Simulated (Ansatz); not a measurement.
# SrIn₅: do energies and stresses tell the same story?

All numbers below come from DFT r2SCAN, scalar-relativistic, plane waves, PAW (Ansatz).

Settings: cutoff 500 eV, Γ-centred mesh 6×6×8 on the computed 6-atom cell, Gaussian smearing of 0.10 eV; no spin polarisation.

Relaxed cell: P6/mmm, a = 6.288 Å, b = 6.288 Å, c = 5.131 Å, α = 90.00°, β = 90.00°, γ = 120.00°, 6 atoms in the primitive cell. Whether it is the stable form of this composition wasn't checked.

Energies at zero smearing and pressures from the stress tensor, at volumes with shape and atoms relaxed:
```csv
V (Å³/atom),E − E(first) (meV/atom),P (GPa)
27.528,0.00,2.82
28.406,-11.11,1.30
29.285,-14.53,0.02
30.163,-11.57,-1.04
31.042,-3.27,-1.93
```

Q: Check P = −dE/dV between neighbouring volumes, and get the bulk modulus from the pressures alone.

A: With 1 eV/Å³ = 160.2 GPa:
```
middle V (Å³/atom)  −ΔE/ΔV (GPa) mean P (GPa)
            27.967         2.026         2.059
            28.846         0.624         0.661
            29.724        -0.541        -0.509
            30.603        -1.513        -1.486
```

The two differ by 0.04 GPa at most. The mean of two end pressures misses the average over a step by about ΔV² P″/12, up to 0.02 GPa here; with that taken off 0.02 GPa remains. Around V = 29.285 Å³/atom, the two neighbours give B = −V ΔP/ΔV = 29.285 × 2.34 / 1.757 = 39.0 GPa, against B0 = 38.7 GPa from the Birch–Murnaghan fit of the energies.

Cost: 6 runs of about 15 core-minutes in all, on Arm Neoverse V1 (shared hosts).